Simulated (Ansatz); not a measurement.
SbI3:
Space group R-3, hexagonal axes (No. 148); a = b = 7.2827 Å, c = 19.8812 Å, α = β = 90.00°, γ = 120.00°

| atom | site | symmetry | x | y | z |
|---|---|---|---|---|---|
| Sb | 6c | 3. | 0.0000 | 0.0000 | 0.1669 |
| I | 18f | 1 | 0.3363 | 0.0021 | 0.0782 |
(The calculation used a cell of 8 atoms; values per cell refer to that cell.)

Relaxed with LDA.

Task: Which orbitals make up the states near the band edges in LDA in the plane-wave PAW code Ansatz?

Result: Top 1 eV of the valence band: I 5p 92 %, Sb 5s 6 %. Bottom 1 eV of the conduction band: Sb 5p 56 %, I 5p 37 %. Projections are on Löwdin-orthogonalised atomic valence shells; empty p or d shells of many metals are not among them.

Task: Tabulate the density of states.

Result: States/eV per cell of 8 atoms, in 0.25 eV bins, energy from the valence-band maximum.

| E (eV) | total | I 5p | Sb 5p | Sb 5s |
|---|---|---|---|---|
| -7.86 | 0.00 | 0.00 | 0.00 | 0.00 |
| -7.61 | 0.00 | 0.00 | 0.00 | 0.00 |
| -7.36 | 0.00 | 0.00 | 0.00 | 0.00 |
| -7.11 | 0.00 | 0.00 | 0.00 | 0.00 |
| -6.86 | 0.00 | 0.00 | 0.00 | 0.00 |
| -6.61 | 0.00 | 0.00 | 0.00 | 0.00 |
| -6.36 | 0.00 | 0.00 | 0.00 | 0.00 |
| -6.11 | 0.00 | 0.00 | 0.00 | 0.00 |
| -5.86 | 0.00 | 0.00 | 0.00 | 0.00 |
| -5.61 | 0.00 | 0.00 | 0.00 | 0.00 |
| -5.36 | 0.00 | 0.00 | 0.00 | 0.00 |
| -5.11 | 0.00 | 0.00 | 0.00 | 0.00 |
| -4.86 | 0.00 | 0.00 | 0.00 | 0.00 |
| -4.61 | 0.24 | 0.15 | 0.08 | 0.00 |
| -4.36 | 4.55 | 2.88 | 1.54 | 0.00 |
| -4.11 | 8.41 | 5.19 | 2.98 | 0.01 |
| -3.86 | 7.05 | 4.42 | 2.40 | 0.02 |
| -3.61 | 5.28 | 3.44 | 1.67 | 0.02 |
| -3.36 | 6.24 | 4.19 | 1.85 | 0.02 |
| -3.11 | 8.54 | 5.77 | 2.50 | 0.02 |
| -2.86 | 6.42 | 4.48 | 1.77 | 0.01 |
| -2.61 | 2.96 | 2.48 | 0.40 | 0.02 |
| -2.36 | 8.82 | 8.09 | 0.48 | 0.09 |
| -2.11 | 6.58 | 6.02 | 0.37 | 0.06 |
| -1.86 | 7.70 | 7.05 | 0.42 | 0.08 |
| -1.61 | 9.54 | 8.94 | 0.32 | 0.12 |
| -1.36 | 12.61 | 12.04 | 0.25 | 0.13 |
| -1.11 | 12.30 | 11.75 | 0.20 | 0.14 |
| -0.86 | 13.11 | 12.55 | 0.21 | 0.16 |
| -0.61 | 10.52 | 9.93 | 0.12 | 0.35 |
| -0.36 | 7.33 | 6.36 | 0.08 | 0.80 |
| -0.11 | 5.80 | 4.91 | 0.05 | 0.78 |
| 0.14 | 0.00 | 0.00 | 0.00 | 0.00 |
| 0.39 | 0.00 | 0.00 | 0.00 | 0.00 |
| 0.64 | 0.00 | 0.00 | 0.00 | 0.00 |
| 0.89 | 0.00 | 0.00 | 0.00 | 0.00 |
| 1.14 | 0.00 | 0.00 | 0.00 | 0.00 |
| 1.39 | 0.00 | 0.00 | 0.00 | 0.00 |
| 1.64 | 0.00 | 0.00 | 0.00 | 0.00 |
| 1.89 | 1.19 | 0.37 | 0.73 | 0.00 |
| 2.14 | 9.29 | 3.16 | 5.47 | 0.01 |
| 2.39 | 8.41 | 3.09 | 4.68 | 0.01 |
| 2.64 | 10.05 | 3.92 | 5.34 | 0.01 |
| 2.89 | 7.12 | 2.87 | 3.68 | 0.00 |
| 3.14 | 7.25 | 3.03 | 3.68 | 0.00 |
| 3.39 | 4.67 | 1.99 | 2.37 | 0.00 |
| 3.64 | 0.01 | 0.01 | 0.01 | 0.00 |
| 3.89 | 0.00 | 0.00 | 0.00 | 0.00 |
| 4.14 | 0.00 | 0.00 | 0.00 | 0.00 |
| 4.39 | 0.00 | 0.00 | 0.00 | 0.00 |
| 4.64 | 0.77 | 0.02 | 0.00 | 0.00 |
| 4.89 | 2.15 | 0.04 | 0.01 | 0.00 |
| 5.14 | 3.02 | 0.05 | 0.02 | 0.00 |
| 5.39 | 5.03 | 0.08 | 0.02 | 0.00 |
| 5.64 | 5.93 | 0.08 | 0.03 | 0.00 |
| 5.89 | 4.27 | 0.04 | 0.02 | 0.00 |
| 6.14 | 3.51 | 0.03 | 0.02 | 0.00 |
| 6.39 | 9.61 | 0.09 | 0.09 | 0.01 |
| 6.64 | 6.29 | 0.06 | 0.05 | 0.00 |

The first step of the workflow began from a Materials Project structure, measured or hypothetical; the Crystallography Open Database files this formula in space group No. 148, but the cells were not matched. Whether it is the stable phase at ambient conditions was not checked. Symmetry was held in the LDA relaxation; its stability against distortions is not shown here. A crystal of weakly bound layers computed without a dispersion correction: the cell and the soft elastic constants depend strongly on that. Spin–orbit coupling is left out wherever it is not named.

Potentials: the later of the program's two PAW sets.
